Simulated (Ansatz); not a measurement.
Relaxed CdBr₂ (space group P6_3mc):

```yaml
crystal:
  lattice:
    - [3.98029, 0.00000, 0.00000]
    - [-1.99015, 3.44703, 0.00000]
    - [0.00000, 0.00000, 12.56749]
  atoms:
    - { symbol: Cd, position: [0.66667, 0.33333, 0.87499] }
    - { symbol: Cd, position: [0.33333, 0.66667, 0.37499] }
    - { symbol: Br, position: [0.00000, 0.00000, 0.75034] }
    - { symbol: Br, position: [0.00000, 0.00000, 0.25034] }
    - { symbol: Br, position: [0.33333, 0.66667, 0.99967] }
    - { symbol: Br, position: [0.66667, 0.33333, 0.49967] }
```

Computed with r2SCAN+rVV10 (plane waves to 500 eV, PAW, scalar-relativistic; Ansatz, a program for electronic structure). k mesh 8×8×2 (Γ-centred), Fermi-Dirac smearing 0.05 eV. CdBr2 was relaxed with its symmetry unable to fall.

One atom of the cell was then moved (with its periodic images), all else fixed, and the forces (eV/Å) came out as:

```
atom     Fx     Fy      Fz
----  -----  -----  ------
Cd1   0.000  0.000   1.673
Cd2   0.000  0.000  -0.187
Br3   0.000  0.000  -0.897
Br4   0.000  0.000   0.084
Br5   0.000  0.000  -0.766
Br6   0.000  0.000   0.093
```

**Question.** Which atom was moved, and by which vector (Å)?

**Answer.** Cd1, by (0.00, 0.00, -0.23), 0.23 Å in all.

(For displaced atoms, the force is minus the slope of the energy, and its curvature is a force constant, which sets phonon frequencies.)
